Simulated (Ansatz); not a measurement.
NaCl:
```yaml
crystal:
  lattice:
    - [3.44695, 0.00000, 0.00000]
    - [0.00000, 3.44695, 0.00000]
    - [0.00000, 0.00000, 3.44695]
  atoms:
    - { symbol: Na, position: [0.00000, 0.00000, 0.00000] }
    - { symbol: Cl, position: [0.50000, 0.50000, 0.50000] }
```

Relaxed with PBEsol.

**Question.** Which orbitals make up the states near the band edges in the program Ansatz at the PBEsol level (PAW)?

**Answer.** Top 1 eV of the valence band: Cl 3p 99 %. Bottom 1 eV of the conduction band: Na 3s 68 %, Cl 3s 21 %, Cl 3p 8 %. Projections are on Löwdin-orthogonalised atomic valence shells; empty p or d shells of many metals are not among them.

**Question.** Tabulate the density of states.

**Answer.** States/eV per cell of 2 atoms, in 0.25 eV bins, energy from the valence-band maximum.

```
E (eV)  total  Cl 3p  Na 3s  Cl 3s
------  -----  -----  -----  -----
-7.85    0.00   0.00   0.00   0.00
-7.60    0.00   0.00   0.00   0.00
-7.35    0.00   0.00   0.00   0.00
-7.10    0.00   0.00   0.00   0.00
-6.85    0.00   0.00   0.00   0.00
-6.60    0.00   0.00   0.00   0.00
-6.35    0.00   0.00   0.00   0.00
-6.10    0.00   0.00   0.00   0.00
-5.85    0.00   0.00   0.00   0.00
-5.60    0.00   0.00   0.00   0.00
-5.35    0.00   0.00   0.00   0.00
-5.10    0.00   0.00   0.00   0.00
-4.85    0.00   0.00   0.00   0.00
-4.60    0.00   0.00   0.00   0.00
-4.35    0.00   0.00   0.00   0.00
-4.10    0.00   0.00   0.00   0.00
-3.85    0.00   0.00   0.00   0.00
-3.60    0.00   0.00   0.00   0.00
-3.35    0.00   0.00   0.00   0.00
-3.10    0.38   0.31   0.06   0.00
-2.85    0.99   0.86   0.13   0.00
-2.60    1.94   1.75   0.16   0.01
-2.35    2.79   2.59   0.15   0.02
-2.10    2.63   2.49   0.10   0.02
-1.85    1.94   1.85   0.06   0.02
-1.60    1.82   1.75   0.04   0.01
-1.35    1.69   1.63   0.03   0.01
-1.10    1.74   1.69   0.02   0.01
-0.85    1.90   1.86   0.01   0.01
-0.60    2.68   2.65   0.01   0.00
-0.35    2.80   2.78   0.00   0.00
-0.10    0.69   0.69   0.00   0.00
0.15     0.00   0.00   0.00   0.00
0.40     0.00   0.00   0.00   0.00
0.65     0.00   0.00   0.00   0.00
0.90     0.00   0.00   0.00   0.00
1.15     0.00   0.00   0.00   0.00
1.40     0.00   0.00   0.00   0.00
1.65     0.00   0.00   0.00   0.00
1.90     0.00   0.00   0.00   0.00
2.15     0.00   0.00   0.00   0.00
2.40     0.00   0.00   0.00   0.00
2.65     0.00   0.00   0.00   0.00
2.90     0.00   0.00   0.00   0.00
3.15     0.00   0.00   0.00   0.00
3.40     0.00   0.00   0.00   0.00
3.65     0.00   0.00   0.00   0.00
3.90     0.00   0.00   0.00   0.00
4.15     0.01   0.00   0.01   0.00
4.40     0.04   0.00   0.03   0.01
4.65     0.07   0.01   0.04   0.01
4.90     0.09   0.01   0.06   0.02
5.15     0.12   0.01   0.08   0.02
5.40     0.17   0.02   0.12   0.02
5.65     0.38   0.03   0.29   0.03
5.90     0.55   0.04   0.40   0.03
6.15     0.75   0.06   0.53   0.03
6.40     1.01   0.08   0.69   0.04
6.65     1.63   0.13   1.10   0.05
6.90     1.87   0.17   1.26   0.05
7.15     1.09   0.09   0.62   0.02
7.40     0.52   0.03   0.16   0.00
7.65     0.38   0.01   0.04   0.00
7.90     0.41   0.01   0.03   0.00
8.15     0.74   0.02   0.08   0.00
8.40     1.56   0.03   0.12   0.00
8.65     2.31   0.04   0.16   0.00
```

Space group Pm-3m (CsCl type). This is a known high-pressure phase of the composition, computed here at zero pressure and temperature. The PBEsol relaxation kept the symmetry of its start. At this level the phase is dynamically unstable (imaginary phonons).

Potentials: the later of the program's two PAW sets.
